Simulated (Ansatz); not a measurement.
**Ionic part of the dielectric constant of NaCl at 30 GPa, mode by mode**

Method: DFT LDA, scalar-relativistic, plane waves, PAW in Ansatz. Settings: 420 eV plane-wave cutoff, Γ-centred 8×8×8 mesh, fixed occupations. No spin polarisation. Phonons by linear response, acoustic sum rule imposed.

The structure is cubic, space group Fm-3m (No. 225). Conventional cell: a = 4.813 Å, b = 4.813 Å, c = 4.813 Å, α = 90.00°, β = 90.00°, γ = 90.00°. Na (site symmetry m-3m) has 6 Cl at 2.41 Å as nearest neighbours. Cl (site symmetry m-3m) has 6 Na at 2.41 Å as nearest neighbours.

The real crystal has changed phase below this pressure.

The primitive cell has V = 27.88 Å³ and ε∞,xx = 3.076. Each polar mode adds Δε = (4.92064×10⁷/V)·S/ν² along x, with S its oscillator strength in e²/amu, ν in cm⁻¹ and V in Å³.

Problem. From these modes, find each Δε and ε0,xx.
```
ν (cm⁻¹) S_xx (e²/amu)
   388.1        0.06074
```

Solution.
```
ν (cm⁻¹)    Δε
   388.1  0.71
```

The sum is 0.712, so ε0,xx = 3.79; the run's tensor has 3.79.

Problem. Where do the longitudinal modes lie for a wave vector along x?

Solution. At 431 cm⁻¹. The Lyddane–Sachs–Teller product Π(ν_LO/ν_TO)² = 1.23 matches ε0/ε∞ = 1.23.

Cost: 1 run of about 0.24 core-minutes, on Arm Neoverse N1 (shared hosts).